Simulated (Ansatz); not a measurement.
**Course of a relaxation: Ge₂TeO₃**

The cell of Ge₂TeO₃ is invented: random cell by space group and Wyckoff sites (P6/mmm, No. 191). The dimensions are guesses.

```
Ge Te O
1.0
     4.43570    0.00000    0.00000
    -2.21785    3.84143    0.00000
     0.00000    0.00000    6.67798
Ge Te O
2 1 3
Cartesian
  0.0000 2.5610 3.3390
  2.2178 1.2805 3.3390
  0.0000 0.0000 3.3390
  0.0000 2.5610 0.0000
  2.2178 1.2805 0.0000
  0.0000 0.0000 0.0000
```

The calculation used Ansatz, DFT PBE, scalar-relativistic, plane waves, PAW. Cutoff 420 eV, Gaussian smearing, Γ-centred meshes. Cell and atoms relax first on a coarse mesh and then on a finer one. In between, the cell is made exact in the group found at 0.06 Å. In metals the finer mesh still leaves noise of several meV/atom or more. The steps can't lower the symmetry of their start. No spin polarisation.

Steps on the 6×6×4 mesh (6 atoms, 20 steps). The free energy counts from the last step; some steps are skipped; the plane-wave basis is renewed at times, which shifts energy and pressure.

| step | ΔF (meV/atom) | V (Å³/atom) | P (GPa) |
| --- | --- | --- | --- |
| 1 | 2404.3 | 18.96 | 10.69 |
| 2 | 2122.4 | 19.79 | 2.69 |
| 4 | 1753.9 | 19.02 | -3.60 |
| 5 | 1529.3 | 18.30 | -5.50 |
| 7 | 991.0 | 16.57 | -7.91 |
| 8 | 661.9 | 15.64 | -8.02 |
| 10 | 144.2 | 13.77 | 12.26 |
| 11 | 111.6 | 14.68 | 0.99 |
| 13 | 105.5 | 14.99 | 0.01 |
| 14 | 36.1 | 14.99 | 4.97 |
| 16 | 8.5 | 16.39 | 0.35 |
| 17 | 8.6 | 16.52 | 0.03 |
| 19 | 0.8 | 16.81 | 0.12 |
| 20 | 0.0 | 16.81 | 0.14 |

The relaxed structure, after a last relaxation on the converged mesh:

```
Ge Te O
1.0
     5.48830    0.00000    0.00000
    -2.74415    4.75301    0.00000
     0.00000    0.00000    3.82257
Ge Te O
2 1 3
Direct
  0.33333 0.66667 0.50000
  0.66667 0.33333 0.50000
  0.00000 0.00000 0.50000
  0.33333 0.66667 0.00000
  0.66667 0.33333 0.00000
  0.00000 0.00000 0.00000
```

The symmetry stays P6/mmm (No. 191). The volume per atom shrinks by 12.4 %, from 19.0 to 16.6 Å³. The shortest distance goes from 2.56 Å (Ge–Te, Ge–Ge and O–O) to 1.91 Å (Ge–O and Te–O). The ratio c/a of the conventional cell changes by a factor of 0.46. The energy falls by about 2.4 eV/atom (the start's value is from the coarse mesh). Ge has 2 O at 1.91 Å; Te is surrounded by 2 O at 1.91 Å; O on a site of symmetry -6m2 is surrounded by 2 Ge at 1.91 Å; 1 more site not described.

```yaml
Volume_per_atom: 16.62 Å³
Density: 5.34 g/cm³
Energy_over_the_elements: −0.37 eV/atom
Gap_on_the_12×12×10_mesh_of_the_6-atom_cell: 0 eV (a metal)
```

Formation energies are uncorrected and refer to the elements' standard structures at the same level (O₂ as a molecule).

The last run used Gaussian smearing of 0.10 eV. These runs have no spin–orbit coupling, which can matter for Te. The reference form of Te is held partly by dispersion forces, which this level lacks. A structure relaxed within its symmetry needn't be a true minimum. In all, the 3 runs took 3.7 min on 1 thread of Intel(R) Xeon(R) Platinum 8488C (Sapphire Rapids), with other jobs on the host. Another cell of Ge2TeO3 relaxed alike, in P-4m2, lies 262 meV/atom lower, so this cell isn't the stable form at this level.
